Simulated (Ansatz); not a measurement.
P:
```cif
data_P
_chemical_formula_sum 'P1'
_space_group_name_H-M_alt 'P 1'
_space_group_IT_number 1
_cell_length_a 2.43328
_cell_length_b 2.43328
_cell_length_c 2.43328
_cell_angle_alpha 90.000
_cell_angle_beta 90.000
_cell_angle_gamma 90.000
loop_
_space_group_symop_operation_xyz
  'x, y, z'
loop_
_atom_site_label
_atom_site_type_symbol
_atom_site_fract_x
_atom_site_fract_y
_atom_site_fract_z
_atom_site_occupancy
P1 P 0.00000 0.00000 0.00000 1
```

This is the r²SCAN-relaxed structure.

### Question
All from r²SCAN in the plane-wave PAW code Ansatz, unless another level is named. Predict the Hill bulk and shear moduli.

### Answer
118 and 98.2 GPa.

### Question
Give the elastic constants (relaxed ions, GPa).

### Answer
C11 = 288, C12 = 33.6, C44 = 82.5.

Space group Pm-3m (simple cubic). This is a known high-pressure phase of the composition, computed here at zero pressure and temperature. Symmetry was held in the r²SCAN relaxation; phonons on a q-mesh show no instability. As this level gives no gap, shear constants depend on the k-mesh and smearing (Fermi–Dirac, 0.1 eV here). On the denser mesh and wider smearing of the elastic run this cell carries a stress of 0.4 GPa.

Potentials: the later of the program's two PAW sets.
